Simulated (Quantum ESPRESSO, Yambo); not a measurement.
A free-standing CdClOH monolayer (symmetry P3m1, slab cell 16.5 Å high): one geometry, one set of norm-conserving PBEsol (Quantum ESPRESSO, 102 Ry, scalar-relativistic) orbitals, self-energies from Yambo (6×6×1 Γ-centred k mesh, bands 5 to 100 and a 6 Ry block in the screening, 100 bands in G with the Bruneval-Gonze terminator, plasmon pole fitted at 27.2 eV, slab-truncated Coulomb interaction, stochastic integration of W near q = 0).

| level | gap Γ → Γ (eV) |
|---|---|
| PBEsol (Quantum ESPRESSO) | 2.48 |
| exchange only (Hartree-Fock self-energy on PBEsol orbitals) | ? |
| G0W0@PBEsol, plasmon pole | 5.21 |

Q: Fill in the missing entries.

A: 
- exchange only (Hartree-Fock self-energy on PBEsol orbitals), gap Γ → Γ (eV): 10.23

Bare exchange has no screening and gives the widest gap.

Nearest settings tried, and what they do to the gap: 41 bands in W, 41 bands in G: +157 meV; 5 Ry block (269 vectors against 343): -46 meV. Not varied: mesh, cell height. So the settings aren't converged at that level.

Spin-orbit coupling is not included.

Geometry relaxed with PBEsol; primitive cell a = 3.6460 Å, b = 3.6460 Å, c = 16.5000 Å, α = 90.00°, β = 90.00°, γ = 120.00°.

This is a model layer cut from the bulk structure; whether it is stable on its own was not checked.
